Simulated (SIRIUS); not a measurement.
A self-consistent single point of WS₂ (P6_3/mmc, 12 atoms in the cell; from Materials Project mp-224, changed as shown).

```
CELL_PARAMETERS angstrom
      3.19543     0.00000     0.00000
      0.00000     5.53465     0.00000
      0.00000     0.00000    13.02396
ATOMIC_POSITIONS crystal
  W  0.00000 0.33333 0.25000
  W  0.50000 0.16667 0.75000
  W  0.50000 0.83333 0.25000
  W  0.00000 0.66667 0.75000
  S  0.00000 0.33333 0.62980
  S  0.50000 0.16667 0.37020
  S  0.50000 0.16667 0.12980
  S  0.00000 0.33333 0.87020
  S  0.50000 0.83333 0.62980
  S  0.00000 0.66667 0.37020
  S  0.00000 0.66667 0.12980
  S  0.50000 0.83333 0.87020
```

Level of theory: LDA (PW92), GBRV LDA ultrasoft pseudopotentials (plane waves; SIRIUS 7.12.0).

SIRIUS settings:

- parameters.ngridk = 4 4 2
- parameters.xc_functionals = [XC_LDA_X, XC_LDA_C_PW]
- parameters.gk_cutoff = 6.325 1/bohr
- parameters.pw_cutoff = 14.143 1/bohr
- parameters.smearing = fermi_dirac
- parameters.smearing_width = 0.000367493 Ha
- potentials = GBRV LDA ultrasoft pseudopotentials
- parameters.electronic_structure_method = pseudopotential
- parameters.num_bands = 62
- parameters.num_mag_dims = 0
- parameters.num_dft_iter = 100
- parameters.energy_tol = 1e-07 Ha
- parameters.density_tol = 1e-06
- mixer.type = anderson
- mixer.beta = 0.3
- mixer.use_hartree = true

Results:

- Number of valence electrons: 104
- Number of bands: 62
- Number of k-points after the program's reduction: 18
- Number of plane waves (most at a k-point): 6672
- Number of SCF iterations: 21
- FFT grid: 30 × 50 × 120
- Free energy E − TS: -11299.5827 eV
- Pressure: -8.16 GPa
- Largest force (vector length): 0.497 eV/Å

Forces (eV/Å):
```csv
atom,Fx,Fy,Fz
W1,0.000,-0.022,0.000
W2,0.000,0.022,0.000
W3,0.000,-0.022,0.000
W4,0.000,0.022,0.000
S5,0.000,-0.011,0.497
S6,0.000,0.011,-0.497
S7,0.000,0.011,0.497
S8,0.000,-0.011,-0.497
S9,0.000,-0.011,0.497
S10,0.000,0.011,-0.497
S11,0.000,0.011,0.497
S12,0.000,-0.011,-0.497
```

Stress (GPa, positive for compression):
```
-8.88   0.00   0.00
 0.00  -8.67   0.00
 0.00   0.00  -6.92
```

For comparison: a first run was changed to give this one (lattice scaled by 0.98), and from it to this one the free energy falls by 81.6 meV/atom, the pressure goes from -15.23 to -8.16 GPa and the largest force goes from 1.429 to 0.497 eV/Å.

Spin-orbit coupling is left out, which matters for bands and gaps with elements this heavy. The structure comes from a collection of computed structures, made at another level of theory; the collection holds predicted forms beside known ones. Its lattice was then scaled.

Cost on one core: very roughly 6 core-minutes.
